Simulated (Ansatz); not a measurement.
Structure search: one HfO3 candidate

Level of theory: DFT PBE, scalar-relativistic, plane waves, PAW in Ansatz. Cutoff 420 eV, Gaussian smearing, Γ-centred meshes. Cell and atoms relax first on a coarse mesh and then on a finer one. In between, the cell is made exact in the group found at 0.06 Å. In metals the finer mesh still leaves noise of several meV/atom or more. The steps can't lower the symmetry of their start. No spin polarisation.

Recipe of this trial structure of HfO3: random cell by space group and Wyckoff sites (Fm-3m, No. 225). Its size is a rough estimate.

Space group Fm-3m (No. 225). a = 6.102 Å, b = 6.102 Å, c = 6.102 Å, α = 90.00°, β = 90.00°, γ = 90.00°
| atom | site | symmetry | x | y | z |
| --- | --- | --- | --- | --- | --- |
| Hf | 4b | m-3m | 0.5000 | 0.0000 | 0.0000 |
| O | 4a | m-3m | 0.0000 | 0.0000 | 0.0000 |
| O | 8c | -43m | 0.2500 | 0.7500 | 0.7500 |

Energies over the elements count from the elements' standard structures at the same level (O₂ as a molecule), with no fitted energy shifts.

Q: Where does the relaxation end?

A: The symmetry stays Fm-3m (No. 225). The end has the BiF3 (D0_3) type. The volume per atom shrinks by 34.2 %, from 14.2 to 9.3 Å³. The shortest distance goes from 2.64 Å (Hf–O and O–O) to 2.30 Å (Hf–O and O–O). The energy falls by about 0.87 eV/atom (the start's value is from the coarse mesh). Conventional cell: a = 5.307 Å. Hf is surrounded by 8 O at 2.30 Å and 6 O at 2.65 Å; O on a site of symmetry m-3m is surrounded by 8 O at 2.30 Å and 6 Hf at 2.65 Å; O on a site of symmetry -43m is surrounded by 4 Hf at 2.30 Å, 4 O at 2.30 Å and 6 O at 2.65 Å.

```cif
data_structure
_symmetry_space_group_name_H-M 'P 1'
_symmetry_Int_Tables_number 1
_cell_length_a 3.7524
_cell_length_b 3.7524
_cell_length_c 3.7524
_cell_angle_alpha 60.000
_cell_angle_beta 60.000
_cell_angle_gamma 60.000
_cell_volume 37.36
loop_
_atom_site_label
_atom_site_type_symbol
_atom_site_fract_x
_atom_site_fract_y
_atom_site_fract_z
_atom_site_occupancy
Hf1 Hf 0.50000 0.50000 0.50000 1
O1 O 0.00000 0.00000 0.00000 1
O2 O 0.25000 0.25000 0.25000 1
O3 O 0.75000 0.75000 0.75000 1
```

Q: Give its energy and gap.

A: The formation energy is −1.43 eV/atom. The gap on the 16×16×16 mesh of the 4-atom cell is 0 eV (a metal).

The last run used Gaussian smearing of 0.10 eV. These runs have no spin–orbit coupling, which can matter for Hf. The cell is a metal run without spin; a magnetic state may lie lower. A structure relaxed within its symmetry needn't be a true minimum. Another cell of HfO3 relaxed alike, in Pm-3n, lies 0.58 eV/atom lower, so this cell isn't the stable form at this level.
